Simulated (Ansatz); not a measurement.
MgO (rock salt, Fm-3m), plane-wave PAW r²SCAN (Ansatz code). The conduction-band minimum lies at Γ, with 1 equivalent valley. Second derivatives d²E/dk² of the lowest band at one valley (eV·Å²), along Cartesian directions:

| direction | d²E/dk² |
|---|---|
| [100] | 20.92 |
| [010] | 20.92 |
| [001] | 20.91 |
| [110] | 20.92 |
| [101] | 20.92 |
| [011] | 20.92 |

### Question
Find the principal effective masses, the density-of-states mass and the conductivity mass.

### Answer
Off-diagonal terms follow from H_xy = H[110] − (H_xx + H_yy)/2, and m*/mₑ = 7.620 eV·Å² over each eigenvalue: 0.36, 0.36, 0.36. One valley's DOS mass (m₁m₂m₃)^(1/3) = 0.36, conductivity mass 3/(Σ 1/mᵢ) = 0.36 mₑ.

### Question
What effective density of states Nc follows at 300 K for parabolic valleys?

### Answer
Nc = 2.509e19 × 1 × (0.36)^(3/2) ≈ 5.4e18 cm⁻³.

The cell was relaxed with r²SCAN under the symmetry of its start. The volume moved by -33 % from the start of the relaxation. Point labels and valley counts follow the cell and symmetry of the run, lower than the named group.

Potentials: the later of the program's two PAW sets.

Edges and masses are those of Kohn–Sham bands, whose gap is no quasiparticle gap.
